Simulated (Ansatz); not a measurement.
## Rh, bcc: geometry optimisation

Level of theory: Ansatz 0.2.0, DFT, PBEsol, plane waves (420 eV) with PAW, scalar-relativistic. (PAW data from PBE, frozen cores regenerated.)

k-point mesh 15×15×15, Fermi-Dirac smearing 0.1 eV, no spin polarisation. Cell and atoms relax.

Starting structure:

```yaml
crystal:
  lattice:
    - [-1.5092612352, 1.5092612352, 1.5092612352]
    - [1.5092612352, -1.5092612352, 1.5092612352]
    - [1.5092612352, 1.5092612352, -1.5092612352]
  atoms:
    - { symbol: Rh, position: [0.0, 0.0, 0.0] }
hamiltonian:
  xc: pbesol
  pseudopotentials:
    kind: paw
    azcp:
      Rh: "pseudopotentials/Rh.paw.azcp"
basis:
  ecutwfc: 420
  fft_grid_basis: typed
kpoints:
  mp_grid: { grid: [15, 15, 15], shift: [0, 0, 0] }
magnetization:
  spin_polarized: false
scf:
  occupations: { method: fermi_dirac, width: 0.1 }
relax:
  max_steps: 60
  f_tol: 0.01
  cell: {}
```

Q: The pressure at the start is 3.3 GPa. By how much does the volume change?

A: From 13.75 to 13.92 Å³ per atom, 1.2 %. The final cell has a = 3.031 Å.

Q: How much energy does the relaxation gain?

A: 1.7 meV per atom.
